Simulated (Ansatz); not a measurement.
Ta$_{3}$Ru:
```
CELL_PARAMETERS angstrom
      0.00000     3.21452     3.21452
      3.21452     0.00000     3.21452
      3.21452     3.21452     0.00000
ATOMIC_POSITIONS crystal
  Ta 0.25000 0.25000 0.25000
  Ta 0.75000 0.75000 0.75000
  Ta 0.50000 0.50000 0.50000
  Ru 0.00000 0.00000 0.00000
```

Relaxed with r²SCAN. Special points in fractions of this cell's reciprocal vectors: Γ (0.000, 0.000, 0.000); X (0.500, 0.000, 0.500); U (0.625, 0.250, 0.625); K (0.375, 0.375, 0.750); L (0.500, 0.500, 0.500); W (0.500, 0.250, 0.750).

List the band energies nearest the Fermi level at these points for DFT-r²SCAN in the program Ansatz with PAW potentials.

In eV from the Fermi level; about four levels below and three above (degenerate sets whole), none deeper than 8.9 eV; points with the same levels are listed once.

```
k                                below                above
-  -----------------------------------  -------------------
Γ  -1.93 -1.93 -1.93 -0.14 -0.14 -0.14  1.15 1.15 5.01 5.01
X              -2.70 -1.44 -0.23 -0.23       0.41 0.86 0.86
U              -1.24 -0.61 -0.52 -0.30       0.85 1.05 1.45
L        -2.33 -2.33 -1.90 -1.48 -1.48  1.85 1.85 2.81 2.81
W              -1.00 -0.98 -0.86 -0.86       0.58 1.61 1.61
```

Space group Fm-3m. The first step of the workflow began from a Materials Project structure, measured or hypothetical; the Crystallography Open Database copy checked does not list it. With Ta and Ru taken as one species the cell has the higher symmetry Im-3m, so it may be an ordered model of a mixed-site phase. Whether it is the stable phase at ambient conditions was not checked. Symmetry was held in the r²SCAN relaxation; whether a distortion lowers the energy is not shown. No spin polarisation was allowed. Scalar-relativistic: spin–orbit coupling is off unless named, which matters more the heavier the elements.

Potentials: the later of the program's two PAW sets.
